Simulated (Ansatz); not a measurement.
Si2Mo (MoSi2 or CaC2 type), relaxed with r²SCAN (Ansatz, an electronic-structure program, plane waves, PAW): a = 3.2016 Å, b = 3.2016 Å, c = 7.8187 Å, α = 90.00°, β = 90.00°, γ = 90.00°.

| Quantity | Result |
|---|---|
| ΔH_f (eV/atom) | -0.47 |
| B₀ by P(V) fit (GPa) | 217 |

### Question
The same phase is relaxed and computed with PBE in the same code. What are the cell and these values now?

### Answer
a = 3.2169 Å, b = 3.2169 Å, c = 7.8730 Å, α = 90.00°, β = 90.00°, γ = 90.00°.

- ΔH_f (eV/atom): -0.50
- B₀ by P(V) fit (GPa): 204

All cells were relaxed under the symmetry of their starts (and spin orders); stability against distortions was not tested throughout. Rows with no word on spin ran without spin polarisation. Spin–orbit coupling is left out wherever it is not named.

Potentials: the later of the program's two PAW sets.

Ansatz is a plane-wave DFT program.

Formation energies count from the lowest solids of the elements computed at the same level, not from gases.
